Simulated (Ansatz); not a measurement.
# Cold compression of Li (hcp type)

```yaml
crystal:
  lattice:
    - [3.05756, 0.00000, 0.00000]
    - [-1.52878, 2.64792, 0.00000]
    - [0.00000, 0.00000, 4.99841]
  atoms:
    - { symbol: Li, position: [0.33333, 0.66667, 0.25000] }
    - { symbol: Li, position: [0.66667, 0.33333, 0.75000] }
```

The cell comes from a relaxation on PAW files under the same functional, begun from a prototype that needn't be the stable phase.

Its volume is scaled, and at each volume shape and atoms are relaxed on PAW files; all methods then take that cell.

Computed with Ansatz 0.2.0; functional PBEsol, scalar-relativistic. Settings: a Γ-centred 14×14×8 k mesh, Fermi–Dirac smearing of 0.1 eV, no spin polarisation. Methods: LAPW: all electrons, basis error target 1 meV/atom; PAW: frozen-core files, cutoff 420 eV; crystal datasets: all electrons, by PAW datasets that the program makes for each cell; norm-conserving: pseudopotentials, cutoff 1007 eV.

Energies are extrapolated to zero smearing and count from the unscaled cell; pressure is positive in compression; gaps take the mesh and a band path. No temperature or zero-point motion is included.

The PAW files were made under PBE. The structure type is held throughout; the real material can change phase at far lower pressure.

```csv
V/V0,V (Å³/atom),P LAPW (GPa),ΔE LAPW (eV/atom),P PAW − LAPW (GPa),ΔE PAW − LAPW (meV/atom),space group,shortest distance (Å)
1.00,20.23,0.00,0.000,0.00,0.0,P6_3/mmc,?
0.88,17.81,2.15,0.014,0.00,0.1,P6_3/mmc,2.930
0.78,15.78,?,0.058,0.00,0.1,P6_3/mmc,2.815
0.68,13.76,9.97,0.151,0.00,0.2,P6_3/mmc,2.689
0.58,11.74,18.38,0.324,-0.01,0.2,P6_3/mmc,2.550
0.50,10.12,30.0,0.563,-0.01,0.1,P6_3/mmc,2.427
0.43,8.70,47.2,0.898,-0.02,0.0,P6_3/mmc,2.308
```

Question: Fill in "shortest distance (Å)" for the row "1.00".

Answer: 3.058.

Question: Fill in "P LAPW (GPa)" for the row "0.78".

Answer: 5.11.

Question: Fit the Vinet equation to the LAPW pressures over the whole range, with residuals weighted by 1/(|P| + 0.03·Pmax).

Answer: V0 = 20.24 Å³/atom, B0 = 12.9 GPa and B0′ = 3.78, and the fit misses no point by more than 0.54 GPa. A fit over so wide a range pins B0 less well than one near rest.

Question: At the smallest volume, how far do crystal datasets and norm-conserving lie from LAPW in pressure?

Answer: crystal datasets: 0.00 GPa; norm-conserving: +0.26 GPa, on a LAPW pressure of 47.2 GPa.

Question: How do the Löwdin populations by LAPW change from the unscaled cell to the last row?

Answer: Li 2s 0.93 → 0.96 electrons an atom. These are projections on the shells that the free atoms fill; 0.16 e a cell lies outside them at the start and 0.14 e at the end.
